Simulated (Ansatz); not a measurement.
The relaxed structure here is a generated cell of Nb: the first start was made by placing the elements on the sites of a structure type, and the end was not matched to a known phase here, so it may be hypothetical. Known forms of Nb include space group No. 229.

A relaxed cell of Nb (P6₃/mmc (No. 194)), relaxed on a k-mesh at least as fine as the one used below. Computed with r2SCAN (plane waves to 500 eV, PAW, scalar-relativistic; Ansatz, a quantum-chemistry and plane-wave program). Γ-centred k-mesh 13×7×3 on the run's cell (coarser than for final values), Fermi–Dirac smearing 0.05 eV.

```xyz
8
Lattice="2.8566 0.0000 0.0000 -2.8566 4.9478 0.0000 0.0000 0.0000 10.5036" Properties=species:S:1:pos:R:3 pbc="T T T"
Nb     0.0000     0.0000     0.0000
Nb    -1.4283     2.4739     0.0000
Nb     0.0000     0.0000     5.2518
Nb    -1.4283     2.4739     5.2518
Nb     0.0000     1.6493     2.6259
Nb    -1.4283     4.1232     2.6259
Nb     1.4283     0.8246     7.8777
Nb     0.0000     3.2986     7.8777
```

The atoms are displaced by (Å):

| atom | ux | uy | uz |
|---|---|---|---|
| Nb1 | 0.072 | -0.045 | -0.012 |
| Nb2 | -0.017 | 0.116 | 0.041 |
| Nb3 | -0.126 | -0.040 | -0.039 |
| Nb4 | -0.012 | 0.032 | -0.116 |
| Nb5 | -0.086 | -0.048 | 0.027 |
| Nb6 | 0.003 | -0.007 | -0.154 |
| Nb7 | -0.119 | 0.062 | 0.167 |
| Nb8 | 0.029 | 0.058 | 0.021 |

Question: What forces (eV/Å) and pressure result?

Answer: 
| atom | Fx | Fy | Fz |
|---|---|---|---|
| Nb1 | -0.09 | 1.43 | 0.18 |
| Nb2 | 0.19 | -1.36 | -0.30 |
| Nb3 | 0.07 | 0.46 | 0.37 |
| Nb4 | -0.14 | -0.47 | 1.04 |
| Nb5 | 0.02 | 0.09 | -0.39 |
| Nb6 | -0.05 | -0.33 | 1.26 |
| Nb7 | 0.08 | 0.24 | -1.31 |
| Nb8 | -0.08 | -0.05 | -0.85 |

Pressure +1.6 GPa.

Question: Estimate the energy cost of the displacement in the harmonic approximation and compare with the calculation.

Answer: For a harmonic well ΔE = −½ Σ F·u = 0.433 eV a cell, or 54 meV/atom. The calculated energy relative to the undisplaced cell is +0.06 eV/atom, so the harmonic estimate holds well.

The undisplaced cell is probably no minimum: from this displacement the run went on to R-3m (No. 166) at a tolerance of 0.01 Å, Im-3m (No. 229) at 0.1 Å, 0.30 eV/atom below it.

No spin polarisation in the result.
